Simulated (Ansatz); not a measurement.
GeSe (wurtzite, P6_3mc) at seven volumes, plane-wave PAW PBE (Ansatz code), shape and atoms relaxed at each. One row is withheld.

| V (Å³/atom) | P (GPa) |
|---|---|
| 26.515 | 3.90 |
| 27.390 | 2.34 |
| 28.264 | 1.07 |
| 29.138 | 0.00 |
| 30.012 | -0.86 |
| 30.886 | -1.59 |
| 31.760 | ? |

Q: Fit the shown pressures and predict the withheld one.

A: P = (3/2)B₀(x^(7/2) − x^(5/2))[1 + (3/4)(B′ − 4)(x − 1)] with x = (V₀/V)^(2/3). Least squares on the six rows gives V₀ = 29.144 Å³/atom, B₀ = 32.0 GPa, B′ = 5.39. At V = 31.760, x = 0.9443 and P = -2.18 GPa. The run itself gave -2.19 GPa.

A made-up cell: these elements were put on the sites of a structure type; neither database checked (COD, Materials Project) lists it. It is not the phase usual at ambient conditions (space group No. 62). The cell was relaxed with PBE under the symmetry of its start; whether a distortion lowers the energy is not shown.

Potentials: the later of the program's two PAW sets.
